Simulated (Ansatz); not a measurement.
C in space group P6_3/mmc (No. 194; C on 6h) at seven volumes, DFT-PBEsol in the program Ansatz with PAW potentials, shape and atoms relaxed at each. One row is withheld.

```json
[
 {"V (Å³/atom)": "6.512", "P (GPa)": "36.34"},
 {"V (Å³/atom)": "6.726", "P (GPa)": "22.53"},
 {"V (Å³/atom)": "6.941", "P (GPa)": "10.50"},
 {"V (Å³/atom)": "7.156", "P (GPa)": "0.00"},
 {"V (Å³/atom)": "7.370", "P (GPa)": "-9.14"},
 {"V (Å³/atom)": "7.585", "P (GPa)": "-17.12"},
 {"V (Å³/atom)": "7.800", "P (GPa)": "?"}
]
```

Q: Fit the shown pressures and predict the withheld one.

A: Third-order Birch–Murnaghan: P = (3/2)B₀(x^(7/2) − x^(5/2))[1 + (3/4)(B′ − 4)(x − 1)] with x = (V₀/V)^(2/3). Least squares on the six rows gives V₀ = 7.156 Å³/atom, B₀ = 326.1 GPa, B′ = 3.56. At V = 7.800, x = 0.9442 and P = -24.09 GPa. The run itself gave -24.05 GPa.

The start of the workflow was typed in or built on a structure type. Its sites differ from those of the usual phase in this space group: another stacking or structure type. The cell was relaxed with PBEsol under the symmetry of its start; its stability against distortions is not shown here.

Potentials: the later of the program's two PAW sets.
